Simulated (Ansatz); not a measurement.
Lu (hcp, Mg type)

```yaml
crystal:
  lattice:
    - [3.44496, 0.00000, 0.00000]
    - [-1.72248, 2.98343, 0.00000]
    - [0.00000, 0.00000, 5.34875]
  atoms:
    - { symbol: Lu, position: [0.33333, 0.66667, 0.75000] }
    - { symbol: Lu, position: [0.66667, 0.33333, 0.25000] }
```

The slice is a (-1 1 0 2) plane (indices of the conventional cell) through the point (0.333, 0.667, 0.750) (fractional), spanned by u = [110] and v = [1 -1 1] in vectors of this cell: u (3.44 Å) and v (8.01 Å, at 90° to u). It covers one period; positions are fractions (u, v).

These are PBEsol (plane waves to 420 eV, PAW, scalar-relativistic; Ansatz, a first-principles code) values and carry that method's errors. k mesh 16×16×9. Inside the PAW spheres the values are not all-electron values, and peaks at nuclei hang on which shells count as valence. Lu is run without spin polarisation. Lu was relaxed with its symmetry unable to fall. The PAW data are Ansatz's earlier set.

Three fields on this plane, each scaled to ten steps between its own extremes (0 low, 9 high; the total valence density on a logarithmic scale, the potential cut 8 eV below its top; x marks points blanked near nuclei; v = 0 in the bottom row):

Map A
```
|xxxx04640xxx|
|xxx0157510xx|
|xx004777400x|
|001467876410|
|455677777655|
|887766566778|
|998754345789|
|998643234689|
|998642224689|
|988653335688|
|777665556677|
|555666666655|
|002467776420|
|x00257875200|
|xxx0478740xx|
|xxx0267620xx|
|xxx0267620xx|
|xxx0367630xx|
|xx015787510x|
|002478887420|
|345789998754|
|556899999865|
|345789998754|
|001478987410|
|xx004787400x|
|xxx0157510xx|
|xxxx04640xxx|
|xxxx04540xxx|
```

Map B
```
|xxxx51115xxx|
|xxx9311139xx|
|xx952111259x|
|653211111235|
|111111111111|
|000011111000|
|000012221000|
|000012221000|
|000012321000|
|000012221000|
|000011211000|
|100011111000|
|432111111123|
|x96321112369|
|xxx5211125xx|
|xxx7311137xx|
|xxx8311138xx|
|xxx6210126xx|
|xx731000137x|
|653100000135|
|221000000012|
|110000000001|
|211000000011|
|653100000135|
|xx941000149x|
|xxx9300039xx|
|xxxx51015xxx|
|xxxx61016xxx|
```

Map C
```
|xxxx01310xxx|
|xxx2036302xx|
|xx201585102x|
|000147874100|
|012356665321|
|555543334555|
|986421112468|
|996310001369|
|986200000268|
|875310001357|
|444322122344|
|011345554311|
|000147874100|
|x20037973002|
|xxx0168610xx|
|xxx1047401xx|
|xxx1036301xx|
|xxx0035300xx|
|xx101464101x|
|000136763100|
|112468986421|
|234689998643|
|012479997421|
|000036863000|
|xx200353002x|
|xxx2013102xx|
|xxxx00200xxx|
|xxxx00200xxx|
```

### Question
Assign the maps to these fields: electron localisation function (ELF); valence electron density; electrostatic potential energy of an electron, from the cell's mean.

### Answer
A is the electrostatic potential energy of an electron, from the cell's mean; B is the valence electron density; C is the electron localisation function (ELF).
